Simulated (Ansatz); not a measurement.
Sr₂ZrTiO₆:
```xyz
10
Lattice="4.0752 0.0000 0.0000 0.0000 4.0752 0.0000 0.0000 0.0000 8.0811" Properties=species:S:1:pos:R:3 pbc="T T T"
Sr     0.0000     0.0000     6.1771
O      2.0376     2.0376     6.1565
Ti     2.0376     2.0376     0.0000
O      2.0376     0.0000     0.0000
O      0.0000     2.0376     0.0000
Sr     0.0000     0.0000     1.9041
O      2.0376     2.0376     1.9247
Zr     2.0376     2.0376     4.0406
O      2.0376     0.0000     4.0406
O      0.0000     2.0376     4.0406
```

Relaxed with PBE. Special points in fractions of this cell's reciprocal vectors: Γ (0.000, 0.000, 0.000); X (0.000, 0.500, 0.000); M (0.500, 0.500, 0.000); Z (0.000, 0.000, 0.500); R (0.000, 0.500, 0.500); A (0.500, 0.500, 0.500).

Task: List the band energies nearest the valence-band maximum at these points for PBE (plane waves, PAW; program Ansatz).

Result: In eV from the valence-band maximum; about four levels below and three above (degenerate sets whole), none deeper than 8.9 eV; points with the same levels are listed once.

```csv
k,below,above
Γ,-0.57 -0.57 -0.41 -0.31 -0.31,1.82 2.39 2.39
X,-1.08 -0.64 -0.48 -0.08,2.55 3.34 3.66
M,-0.17 -0.03 -0.03 0.00,3.76 3.76 3.83
Z,-0.58 -0.58 -0.38 -0.38,1.83 2.96 2.96
R,-1.15 -0.76 -0.62 -0.39,3.02 3.34 3.59
A,-0.51 -0.51 -0.16 -0.01,3.75 3.75 3.83
```

Space group P4/mmm. The start of the workflow was typed in or built on a structure type; neither database checked (COD, Materials Project) lists it. Whether it is the stable phase at ambient conditions was not checked. Symmetry was held in the PBE relaxation; whether a distortion lowers the energy is not shown. The workflow began spin-polarised and lost its moments. Spin–orbit coupling is left out wherever it is not named.

Potentials: the earlier of the program's two PAW sets.
